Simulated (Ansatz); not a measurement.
Polymorphs of Sb, each relaxed with DFT-r²SCAN in the program Ansatz with PAW potentials:

A: fcc (Cu type) (Fm-3m), a = 4.7741 Å, b = 4.7741 Å, c = 4.7741 Å, α = 90.00°, β = 90.00°, γ = 90.00°

B: simple cubic (Pm-3m), a = b = c = 3.086 Å, α = β = γ = 90.00°

C: diamond (Fd-3m), a = 6.9432 Å, b = 6.9432 Å, c = 6.9432 Å, α = 90.00°, β = 90.00°, γ = 90.00°

D: I4_132, a = 8.008 Å, b = 8.008 Å, c = 8.008 Å, α = 90.00°, β = 90.00°, γ = 90.00°

**Question.** Rank these by energy per atom at 0 K (lowest first), as r²SCAN gives it.

**Answer.** B (+0 meV/atom), C (+337 meV/atom), A (+424 meV/atom), D (+726 meV/atom)

Typed or built starts, not in the databases checked: C; D. Not the usual ambient phase: A; B; C; D. Unstable at this level: A; C. All cells were relaxed under the symmetry of their starts (and spin orders); stability against distortions was not tested throughout. Scalar-relativistic: spin–orbit coupling is off unless named, which matters more the heavier the elements.

Energies hold the estimated change up to a 700 eV cutoff; steps of a few meV lie near the error of the meshes.

Potentials: the later of the program's two PAW sets.
